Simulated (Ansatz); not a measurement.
Equation of state of LaBr3 and its gap

A database entry relaxed whole under r2SCAN (P6_3/m):

```
La Br
1.0
     8.07208    0.00000    0.00000
    -4.03604    6.99062    0.00000
     0.00000    0.00000    4.51323
La Br
2 6
Direct
  0.33333 0.66667 0.25000
  0.66667 0.33333 0.75000
  0.38784 0.30077 0.25000
  0.08707 0.38784 0.75000
  0.69923 0.08707 0.25000
  0.61216 0.69923 0.75000
  0.91293 0.61216 0.25000
  0.30077 0.91293 0.75000
```

The cell was scaled uniformly, its shape held, and the atoms relaxed at each volume with plane-wave PAW DFT (Ansatz 0.2.0; r2SCAN, 500 eV, 6×6×6 Γ-centred mesh, fermi-dirac occupations of width 0.020 eV; no spin, no spin-orbit coupling). One row is withheld.

| volume (Å³/atom) | energy over the lowest (meV/atom) | pressure (GPa) | gap over mesh and path (eV) |
| --- | --- | --- | --- |
| 29.925 | 12.9 | 2.29 | 3.637 |
| 30.561 | 5.5 | 1.44 | 3.622 |
| 31.198 | ? | ? | ? |
| 31.835 | 0.0 | 0.01 | 3.545 |
| 32.471 | 1.2 | -0.59 | 3.496 |
| 33.108 | 4.6 | -1.12 | 3.436 |
| 33.745 | 10.0 | -1.59 | 3.375 |

Task: Fit the pressures of the other rows to the third-order Birch-Murnaghan form.

Result: With f = [(V₀/V)^(2/3) − 1]/2 and P = 3B₀f(1 + 2f)^(5/2)[1 + 3(B₀′ − 4)f/2], least squares gives V₀ = 31.84 Å³ an atom, B₀ = 31.6 GPa and B₀′ = 5.0; the rows miss the fit by less than 0.01 GPa. The slope of the energies differs from these pressures by less than 0.05 GPa.

Task: How does the gap move with volume?

Result: A parabola in ln(V/V₀) through the other rows has the slope dE_g/d ln V = -2.3 eV at V₀, so by B₀ the gap moves by +72 meV a GPa at this fixed shape: it widens under pressure.

Task: What does the withheld row hold?

Result: The fit gives 0.68 GPa at 31.198 Å³; the run gave 0.68 GPa and 1.3 meV an atom. Its gap is 3.592 eV, against 3.586 eV from the parabola.

Caveats: the shape of the cell was held, so B₀ is an upper bound where the axes differ in stiffness; 0 K, fixed nuclei; the symmetry was kept, and this need not be the phase that is stable at 0 K; one mesh for all volumes; r2SCAN gaps lie as a rule under measured ones; the slope of the gap can be off by tens of per cent, more where shallow d levels or spin-orbit coupling act on the edges; no spin-orbit coupling, which narrows gaps of heavier elements; pressure is positive in compression.
